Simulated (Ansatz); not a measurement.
Slab of bcc Mo (111), 5 layers

The slab is cut from the bcc crystal, the stable phase, as relaxed on PAW files (15.32 Å³/atom), with 16 Å of vacuum and a dipole correction:

```xyz
5
Lattice="4.4256 0.0000 0.0000 -2.2128 3.8327 0.0000 0.0000 0.0000 19.6135" Properties=species:S:1:pos:R:3 pbc="T T T"
Mo    3.3192    0.6388    8.0000
Mo   -1.1064    3.1939    8.9034
Mo    1.1064    1.9163    9.8067
Mo    3.3192    0.6388   10.7101
Mo   -1.1064    3.1939   11.6135
```

All numbers are PBEsol results (scalar-relativistic) from Ansatz 0.2.0, with a Γ-centred 9×9×1 k mesh, Fermi–Dirac smearing of 0.05 eV, no spin polarisation. Methods: LAPW: all electrons, basis error target 1 meV/atom; PAW: frozen-core files, cutoff 420 eV.

The bulk energy comes from a cell in the slab's orientation on a 9×9×12 mesh. The surface energy is (E(slab) − N·E(bulk))/2A at zero smearing, the mean of both faces; thin slabs carry quantum-size effects.

The PAW files were made under PBE.

Problem. As cut, the LAPW slab lies 8.044 eV above 5 atoms of bulk. What surface energy is that?

Solution. Over two faces of 16.96 Å² it is 237.1 meV/Å², and times 16.02 J/m² per eV/Å² that gives γ = 3.799 J/m².

```csv
method,γ as cut (J/m²),γ relaxed (J/m²),Φ as cut (eV),Φ relaxed (eV)
LAPW,3.799,3.334,3.78,3.89
PAW,3.799,3.334,3.79,3.89
```

Problem. How do the spacings between the planes relax?

Solution. From the bottom face up: d12 -21.8 % of 0.903 Å, d23 -7.1 % of 0.903 Å, d34 -7.1 % of 0.903 Å, d45 -21.8 % of 0.903 Å.

Problem. A field of 0.5 V/Å is applied along the normal, atoms held. What follows?

Solution. LAPW finds an induced dipole of 0.3041 e·Å a cell (PAW 0.3042), that is 6.49 Å for 4πα over the area, against 3.09 Å between the outer atoms.

Problem. What changes if the images along the normal are cut off in place of the dipole correction?

Solution. LAPW then gives: no gap, work function 3.89 eV; PAW: no gap, work function 3.89 eV.

Problem. A 3d core hole is made on one atom of each kind in every 1×1 cell (PAW hole dataset, neutral cell, valence without spin). What does it cost by layer?

Solution. layer 1 226.88 eV, layer 2 227.07 eV, layer 3 227.29 eV. Shifts between layers mean more than the absolute values, and a whole layer of holes screens otherwise than one hole.
